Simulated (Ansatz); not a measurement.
BN:
Space group Fm-3m (No. 225); a = b = c = 3.4826 Å, α = β = γ = 90.00°

```csv
atom,site,symmetry,x,y,z
N,4a,m-3m,0.0000,0.0000,0.0000
B,4b,m-3m,0.5000,0.5000,0.5000
```
(The calculation used a cell of 2 atoms; values per cell refer to that cell.)

Relaxed with PBEsol. Plane-wave PAW PBEsol (Ansatz code) gives a gap of 1.28 eV.

Task: What gap does HSE06 give on the same cell (Ansatz, PAW)?

Result: 2.25 eV, 0.96 eV more. The hybrid was solved on a coarser mesh and at special points; its gap is the smallest among all of these.

```json
[
 {"k": "X", "v1 PBEsol": "-5.77", "c1 PBEsol": "1.28", "v1 HSE06": "-6.26", "c1 HSE06": "2.25"},
 {"k": "L", "v1 PBEsol": "-0.71", "c1 PBEsol": "5.16", "v1 HSE06": "(withheld)", "c1 HSE06": "(withheld)"},
 {"k": "W", "v1 PBEsol": "-7.08", "c1 PBEsol": "7.20", "v1 HSE06": "(withheld)", "c1 HSE06": "(withheld)"},
 {"k": "K", "v1 PBEsol": "-4.50", "c1 PBEsol": "3.29", "v1 HSE06": "(withheld)", "c1 HSE06": "(withheld)"}
]
```

Task: Top valence (v1) and lowest conduction level (c1) in eV from each method's valence maximum (which need not be a listed point): supply the withheld HSE06 values.

Result: 
- L, v1 HSE06: -0.75
- L, c1 HSE06: 6.53
- W, v1 HSE06: -7.67
- W, c1 HSE06: 8.69
- K, v1 HSE06: -4.85
- K, c1 HSE06: 4.46

Cost on shared cores: the PBEsol run (SCF on a 14×14×14 mesh, then bands and DOS) around 2.4 core-seconds (rough), the HSE06 run (SCF on 10×10×10, then a few points) around 27 core-seconds (rough); the tasks are unlike.

The cell is a constructed one: a structure type filled with these elements; neither database checked (COD, Materials Project) lists it. It is not the phase usual at ambient conditions (space group No. 186, 194, 216). Symmetry was held in the PBEsol relaxation. At this level the phase is dynamically unstable (imaginary phonons).

Potentials: the later of the program's two PAW sets.
